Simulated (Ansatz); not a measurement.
# Stress against strain in HgPt

```
CELL_PARAMETERS angstrom
2.97100 0.00000 0.00000
0.00000 2.97100 0.00000
0.00000 0.00000 3.82500
ATOMIC_POSITIONS crystal
Hg 0.00000 0.00000 0.00000
Pt 0.50000 0.50000 0.50000
```

Atom numbers follow the list: Hg1, Pt2.

The cell is COD entry 1523215, as deposited and not checked against the literature; nothing was relaxed.

No spin–orbit coupling, which matters for the heavy atoms here.

The calculation used Ansatz 0.2.0, DFT, LDA, all-electron LAPW, scalar-relativistic.

Numerical set-up: a Γ-centred 12×12×10 k mesh, Fermi–Dirac smearing of 0.03 eV, basis error target 0.5 meV/atom, no spin polarisation.

The strain is applied along the Cartesian axes of the cell as listed (the other components stay zero). Fractional coordinates are held (clamped ions).

σ is the change of stress from the unstrained cell, which is at -1.65 GPa; tension is positive, so slopes are stress–strain coefficients at that pressure. In a metal the k mesh adds noise.

Only quantities that a quadratic follows smoothly over the whole series are listed; rougher ones are left out.

```csv
εzz,σzz (GPa),σxx (GPa)
-0.0200,-4.77,-3.72
-0.0100,-2.25,-1.82
0.0000,0.00,0.00
0.0200,4.20,3.18
```

**Question.** Fit the series and read off the stiffness at zero strain.

**Answer.** Least-squares fits y = p0 + p1 x + p2 x² to the rows give σzz (GPa): p1 = 224, p2 = -770; σxx (GPa): p1 = 173, p2 = -650. So C33 = 224 GPa and C13 = 173 GPa, for these axes.

**Question.** One run, at εzz = 0.0100, is withheld. Predict its row.

**Answer.** The fits give 2.19, 1.65; the run gave 2.13, 1.68.
